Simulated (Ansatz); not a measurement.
CdS (zinc blende, F-43m), DFT-PBEsol in the program Ansatz with PAW potentials. The conduction-band minimum lies at Γ, with 1 equivalent valley. Second derivatives d²E/dk² of the lowest band at one valley (eV·Å²), along Cartesian directions:

```csv
direction,d²E/dk²
[100],67.65
[010],67.65
[001],67.65
[110],67.59
[101],67.59
[011],67.59
```

**Question.** Find the principal effective masses, the density-of-states mass and the conductivity mass.

**Answer.** Off-diagonal terms follow from H_xy = H[110] − (H_xx + H_yy)/2, and m*/mₑ = 7.620 eV·Å² over each eigenvalue: 0.11, 0.11, 0.11. One valley's DOS mass (m₁m₂m₃)^(1/3) = 0.11, conductivity mass 3/(Σ 1/mᵢ) = 0.11 mₑ.

**Question.** What effective density of states Nc follows at 300 K for parabolic valleys?

**Answer.** Nc = 2.509e19 × 1 × (0.11)^(3/2) ≈ 9.2e17 cm⁻³.

The cell was relaxed with PBEsol under the symmetry of its start. Scalar-relativistic: spin–orbit coupling is off unless named, which matters more the heavier the elements.

Potentials: the later of the program's two PAW sets.

Edges and masses are those of Kohn–Sham bands, whose gap is no quasiparticle gap.
